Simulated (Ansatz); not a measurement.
The elements of this relaxed trial crystal are hidden behind letters.

```
lattice vectors (Å)
   1.9385   -3.8818    0.0000
   1.9385    3.8818    0.0000
   0.0000    0.0000    7.0575
fractional positions
X 0.5000 0.5000 0.0000
Z 0.6530 0.3470 0.5000
Z 0.3470 0.6530 0.5000
Q 0.5000 0.5000 0.6842
Q 0.5000 0.5000 0.3158
```

All numbers below come from DFT PBE, scalar-relativistic, plane waves, PAW (Ansatz 0.2.0). The final run on the 5-atom cell used 420 eV, a Γ-centred 12×12×6 mesh, 0.10 eV smearing and no spin polarisation.

```
Space group                                : Cmmm (No. 65)
Conventional cell                          : a = 3.877 Å, b = 7.764 Å, c = 7.058 Å
Volume per atom                            : 21.24 Å³
Density                                    : 1.94 g/cm³
Formation energy                           : −0.30 eV/atom
Gap on the 12×12×6 mesh of the 5-atom cell : 0 eV (a metal)
```

Energies are uncorrected and count from the elements' standard states at the same level.

**Question.** X is an s-block element of period 4, Z is a p-block element of period 3 and Q is a p-block element of period 2. Which elements are they?

**Answer.** X = Ca, Z = Si, Q = N, so the formula is CaSi2N2. Density times volume gives a mean mass of 1.94 × 21.24/1.6605 = 24.8 u per atom, and this set has 24.9 u. Among the elements that the hints allow, noble gases aside, only these give it. Ca is surrounded by 2 N at 2.23 Å; Si has 2 N at 1.76 Å and 3 Si at 2.38–2.45 Å; N has 2 Si at 1.76 Å and 1 Ca at 2.23 Å.

Symmetry constrained the relaxation, so the result can be a saddle point.
